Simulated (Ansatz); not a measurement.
Starting cell, MgS (rock salt):

```yaml
crystal:
  lattice:
    - [0.00000, 5.22970, 5.22970]
    - [2.61485, 0.00000, 2.61485]
    - [2.61485, 2.61485, 0.00000]
  atoms:
    - { symbol: S, position: [0.00000, 0.00000, 0.00000] }
    - { symbol: S, position: [0.50000, 0.00000, 0.00000] }
    - { symbol: Mg, position: [0.25000, 0.50000, 0.50000] }
    - { symbol: Mg, position: [0.75000, 0.50000, 0.50000] }
```

A phonon eigenvector at L = (0.5, 0.0, 0.0) is frozen into this cell: atom i moves by Q times the vector below, so Q is the largest atomic displacement, in Å. The cell is held. (q is in reciprocal vectors of the primitive cell; the cell shown is doubled to hold the pattern.)

```
atom       x       y       z
----  ------  ------  ------
S1    -0.577   0.577   0.577
S2     0.577  -0.577  -0.577
```

Atoms not listed stay in place.

These are PBE (plane waves to 420 eV, PAW, scalar-relativistic; Ansatz, a quantum-chemistry and plane-wave program) values and carry that method's errors. k mesh 11×11×11 (Γ-centred), Fermi-Dirac smearing 0.05 eV. E stands for the smeared free energy. Stress and pressure are positive under compression. MgS was relaxed with its symmetry unable to fall. The zero of ΔE is the undisplaced structure.

```
Q (Å)   ΔE (meV/cell)  −dE/dQ from forces (eV/Å)  P (GPa)
------  -------------  -------------------------  -------
-0.280            783                      5.605     3.13
-0.233            543                      4.665     2.17
-0.187            347                      3.727     1.39
-0.140            195                      2.791     0.78
-0.093             87                      1.859     0.35
-0.047             22                      0.929     0.09
0.000               0                      0.000     0.00
0.047              22                     -0.929     0.09
0.093              87                     -1.859     0.35
0.140             195                     -2.791     0.78
0.187             347                     -3.727     1.39
0.233             543                     -4.665     2.17
0.280             783                     -5.605     3.13
```

Summary:

| Quantity | Result |
|---|---|
| Energy at Q = 0.280 Å | 783 meV/cell |
| Space group of the distorted cell | R-3m (No. 166), lowered from Fm-3m |
| Symmetry of the curve | even: the same for both signs |
| Shape of the curve | a single well with its minimum at or next to zero displacement |
| Harmonic wavenumber from the curvature (finite differences) | 291 cm⁻¹ |
| Wavenumber by perturbation theory (DFPT, on another k mesh) | 291 cm⁻¹ |

(A displaced cell: forces are minus the slopes of the energy, force constants its curvatures, and phonons follow from these.)
